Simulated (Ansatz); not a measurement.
Structure relaxation, Fe

The start is a generated cell, Fe built in the AFLOW prototype A_oC8_64_f (A14, as in I). Cell shape, volume and atoms are optimised at zero target pressure with PBE (plane waves to 420 eV, PAW, scalar-relativistic; Ansatz, an electronic-structure program). The first steps use a coarse 12×12×5 k-mesh.

Input geometry:
```yaml
crystal:
  lattice:
    - [2.35875, -1.54398, 0.00000]
    - [2.35875, 1.54398, 0.00000]
    - [0.00000, 0.00000, 6.49114]
  atoms:
    - { symbol: Fe, position: [0.84515, 0.15485, 0.11750] }
    - { symbol: Fe, position: [0.15485, 0.84515, 0.88250] }
    - { symbol: Fe, position: [0.34515, 0.65485, 0.38250] }
    - { symbol: Fe, position: [0.65485, 0.34515, 0.61750] }
```
Spin-polarised start, with parallel moments on Fe.

Problem. What symmetry does the relaxed structure have?

Solution. The space group goes from Cmce (No. 64) to Im-3m (No. 229); the end is bcc (W type), with 1 atom in the primitive magnetic cell.

Problem. How does the volume per atom move from start to end?

Solution. -4.0 %, from 11.82 to 11.35 Å³/atom.

Problem. What band gap does the relaxed structure have at this level?

Solution. No gap (metallic).

Problem. What magnetic moments remain?

Solution. Net 2.17 μB/atom, ferromagnetic.

Problem. Write out the relaxed structure.

Solution. 
```cif
data_Fe2
_chemical_formula_sum 'Fe2'
_space_group_name_H-M_alt 'Im-3m'
_space_group_IT_number 229
_space_group_name_Hall '-I 4 2 3'
_cell_length_a 2.83160
_cell_length_b 2.83160
_cell_length_c 2.83160
_cell_angle_alpha 90.000
_cell_angle_beta 90.000
_cell_angle_gamma 90.000
loop_
_atom_site_label
_atom_site_type_symbol
_atom_site_symmetry_multiplicity
_atom_site_Wyckoff_symbol
_atom_site_fract_x
_atom_site_fract_y
_atom_site_fract_z
_atom_site_occupancy
Fe1 Fe 2 a 0.00000 0.00000 0.00000 1
```
(The calculation used a cell of 1 atom; values per cell refer to that cell.)

Final values are on a 23×23×23 k-mesh of the relaxed cell. The start holds a very short contact (Fe–Fe 1.80 Å). Spin state reached: ferromagnetic (net 2.17 μB/atom), from parallel starting moments; other spin orders were not run from this start.

The run could not lose the symmetry of its start; a randomly shaken copy of 2 atoms returns to this structure.
